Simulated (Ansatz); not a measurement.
This Nb₃Te₈Mo structure is the end of a relaxation. The cell was found from a structure generator's guess, not taken from experiment.

Theory: DFT PBE, scalar-relativistic, plane waves, PAW (Ansatz). Cutoff 420 eV, Γ-centred mesh, Gaussian smearing, no spin polarisation.

```
Nb Te Mo
1.0
     3.64597    0.00000    0.00000
    -1.82299    3.15750    0.00000
     0.00000    0.00000   29.92668
Nb Te Mo
3 8 1
Direct
  0.00000 0.00000 0.74804
  0.00000 0.00000 0.25196
  0.00000 0.00000 0.50000
  0.66667 0.33333 0.94007
  0.66667 0.33333 0.18967
  0.66667 0.33333 0.43787
  0.66667 0.33333 0.68603
  0.33333 0.66667 0.81033
  0.33333 0.66667 0.05993
  0.33333 0.66667 0.31397
  0.33333 0.66667 0.56213
  0.00000 0.00000 0.00000
```

Formation energies are uncorrected and refer to the elements' standard structures at the same level.

Problem. What space group does it have?

Solution. P-3m1 (No. 164). Conventional cell: a = 3.646 Å, c = 29.927 Å. Nb on a site of symmetry 3m is surrounded by 6 Te at 2.81 Å; Nb on a site of symmetry -3m is surrounded by 6 Te at 2.81 Å; around Te on its first site lie 3 Mo at 2.77 Å; Mo has 6 Te at 2.77 Å; 3 more sites not described.

Problem. What is its formation energy per atom?

Solution. −0.34 eV/atom. A negative formation energy is needed for stability but isn't enough: competing phases decide.

Problem. Is it a metal?

Solution. Yes, bands cross the Fermi level on the 12×12×2 mesh.

The last run used a 12×12×2 mesh (in the run's order of axes) for its 12-atom cell and Gaussian smearing of 0.10 eV. No dispersion correction is applied, so the spacing and binding between layers, chains or molecules are poorly described. Spin–orbit coupling, which can matter for Te, is left out. The reference form of Te is held partly by dispersion forces, which this level lacks. A structure relaxed within its symmetry needn't be a true minimum.
